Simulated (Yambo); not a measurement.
Quantum ESPRESSO input (LDA, PseudoDojo standard norm-conserving files, scalar-relativistic) whose wavefunctions are converted with p2y:

```
&CONTROL
  calculation = 'nscf'
  pseudo_dir = './pseudo'
  outdir = './out'
/
&SYSTEM
  ibrav = 0
  nat = 4
  ntyp = 2
  ecutwfc = 74.0
  ecutrho = 296.0
  occupations = 'fixed'
  force_symmorphic = .true.
  nbnd = 176
/
&ELECTRONS
  conv_thr = 4e-09
  diago_full_acc = .true.
  diago_thr_init = 1e-08
/
ATOMIC_SPECIES
Li 6.9400 Li.upf
Br 79.9040 Br.upf
CELL_PARAMETERS angstrom
  4.045604548332   0.000000000000   0.000000000000
 -2.022802274166   3.503596312521   0.000000000000
  0.000000000000   0.000000000000   6.482109265000
ATOMIC_POSITIONS crystal
Li   0.666666667000   0.333333333000   0.877828486300
Li   0.333333333667   0.666666666333   0.377828486300
Br   0.666666667000   0.333333333000   0.497171513700
Br   0.333333333667   0.666666666333   0.997171513700
K_POINTS automatic
3 3 1 0 0 0
```

Yambo's initialisation report on symmetry, reciprocal space, the k grid and the gaps on this mesh:

```
  [02.02] Symmetries
  ==================

  Inversion symmetry    : yes
  Spatial inversion     : no
  Inversion index       :   7
  K-space Time-reversal : yes
  Magnetic symmetries   : no
  Time-reversal derived K-space symmetries:   7  12
  Group table correct   : yes
  Symmetries units      :  [cc]

  [02.03] Reciprocal space
  ========================

  nG shells         :  2435
  nG charge         :   53311
  nG WFs            :   7865
  nC WFs            :   6705
  G-vecs. in first 80 shells:  [ Number ]
     1    3    9   11   23   35   37   43   55
    67   73   85   97   99  111  123  135  147
   159  183  185  197  221  233  245  251  263
    287   299   311   313   325   337   349   373   379
    391   403   415   439   451   463   487   511   513
    525   537   549   573   579   591   603   615   627
    639   663   687   699   711   713   725   749   761
    773   785   809   833   845   857   881   905   929
    941   965   977   989  1001  1013  1037  1061
  ...
  Shell energy in first 80 shells:  [ mHa ]
    0.00000      131.553      450.302      526.210      581.855      976.512      1183.97      1350.91      1482.46
    1634.28      1801.21      1877.12      1932.76      2104.84      2327.42      2534.88      2555.14      2985.18
    3152.11      3283.67      3288.81      3455.75      3678.32      3739.12      3906.05      4052.72      4184.27
    4336.09      4578.93      4639.72      4735.89      5090.02      5186.19      5236.69      5256.96      5403.62
    5535.18      5853.93      5929.83      5985.48      6086.80      6157.56      6380.14      6440.93      6446.08
    6537.10      6587.60      6896.38      7037.90      7204.83      7336.38      7341.53      7508.47      7731.04
    7796.98      7888.01      7958.77      8247.28      8388.81      8419.36      8555.74      8687.29      8692.44
    8788.61      8869.67      9081.95      9142.74      9309.67      9456.34      9587.89      9598.19      9739.71
    9770.27      9982.55      10139.5      10220.6      10493.6      10498.8      10589.8      10640.3
  ...

  [02.04] K-grid lattice
  ======================

  Compatible Grid is   : 2D
  Base K vectors       :  K_min[ 1 ]  K_min[ 2 ]  K_min[ 3 ]
  K_min[ 1 ] :  0.000000 -0.333333  0.000000 [rlu]
  K_min[ 2 ] : -0.33333      0.36332E-13   0.0000     [rlu]
  Grid dimensions      :  3  3
  K lattice UC volume  :  0.044452 [a.u.]

  IBZ K-points                                      :  3
  BZ  K-points                                      :   9

  K/Q-points units:
  rlu = crystal or reduced units; cc = cartesian coordinates; iku = interal k-units

  K [1]          [rlu]:  0.000000  0.000000  0.000000
         WF components:   6705
  K [2]          [rlu]:  0.000000  0.333333  0.000000
         WF components:   6662
  K [3]          [rlu]:  0.333333  0.333333  0.000000
         WF components:   6648

  [02.05] Energies & Occupations
  ==============================

  [X] === General ===
  [X] Electronic Temperature                        :  0.000000  0.000000 [eV K]
  [X] Bosonic    Temperature                        :  0.000000  0.000000 [eV K]
  [X] Finite Temperature mode                       : no
  [X] El. density                                   :  0.21768E+24 [cm-3]
  [X] Fermi Level                                   :  0.594055 [eV]

  [X] === Gaps and Widths ===
  [X] Conduction Band Min                           :  4.815951 [eV]
  [X] Valence Band Max                              :  0.000000 [eV]
  [X] Filled Bands                                  :  10
  [X] Empty Bands                                   :   11  176
  [X] Direct Gap                                    :  4.815951 [eV]
  [X] Direct Gap localized at k                     :  1
  [X] Indirect Gap                                  :  4.815951 [eV]
  [X] Indirect Gap between kpts                     :  1  1
  [X] Last valence band width                       :  1.062622 [eV]
  [X] 1st conduction band width                     :  1.556824 [eV]
```
The gaps are LDA values on this mesh alone; only operations without fractional translations are kept.

Spin-orbit coupling is not included.

Geometry relaxed with LDA.
